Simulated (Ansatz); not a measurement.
# Relaxing a structure of Al2Ru

The start is a relaxed Al2Ru cell, doubled along one cell vector, shaken by Gaussian noise of σ = 0.08 Å a coordinate. The structure is fully relaxed (lattice and positions, P = 0) with PBEsol (plane waves to 420 eV, PAW, scalar-relativistic; Ansatz, a quantum-chemistry and plane-wave program). The first steps use a coarse 9×9×6 k-mesh.

Initial structure:
```yaml
crystal:
  lattice:
    - [4.18501, 0.00000, 0.00000]
    - [-2.09251, 3.62433, 0.00000]
    - [0.00000, 0.00000, 5.51864]
  atoms:
    - { symbol: Ru, position: [0.02427, 0.98551, 0.23174] }
    - { symbol: Ru, position: [0.00946, 0.98097, 0.75184] }
    - { symbol: Al, position: [0.32789, 0.66315, 0.99521] }
    - { symbol: Al, position: [0.32430, 0.64544, 0.51574] }
    - { symbol: Al, position: [0.65008, 0.33632, 0.01369] }
    - { symbol: Al, position: [0.66759, 0.36327, 0.50688] }
```

Q: How large is the pressure on the unrelaxed cell, and of which sign?

A: +3.0 GPa (positive: the cell is compressed).

Q: Which atoms feel the largest initial force, and how large is it?

A: 2.18 eV/Å, on Al6 (atoms numbered as listed).

Q: How does the volume change?

A: -2.0 %, from 13.95 to 13.68 Å³/atom.

Q: Does it find its way back to the structure it was made from?

A: It does not go back: it reaches I4/mmm (No. 139), 0.45 eV/atom below the parent.

Q: How do the shortest distances between atoms change?

A: The closest pairs of elements (up to four, under 3.6 Å), start → end: Al–Al 2.27 → 2.68 Å; Al–Ru 2.57 → 2.58 Å; Ru–Ru 2.65 → 3.12 Å.

Q: What band gap does the relaxed structure have at this level?

A: Zero (metallic).

Final values are on a 21×21×21 k-mesh of the relaxed cell. No spin polarisation in the result.

Of the parent cell (P6/mmm (No. 191)): it is a generated cell of Al2Ru: the first start was made by placing the elements on the sites of a structure type, and the end was not matched to a known phase here, so it may be hypothetical.

The first start was generated by placing the elements on the sites of a structure type. Materials Project lists a structure of Al2Ru in the same space group, I4/mmm (No. 139); the sites were not compared with it, nor with measured phases.
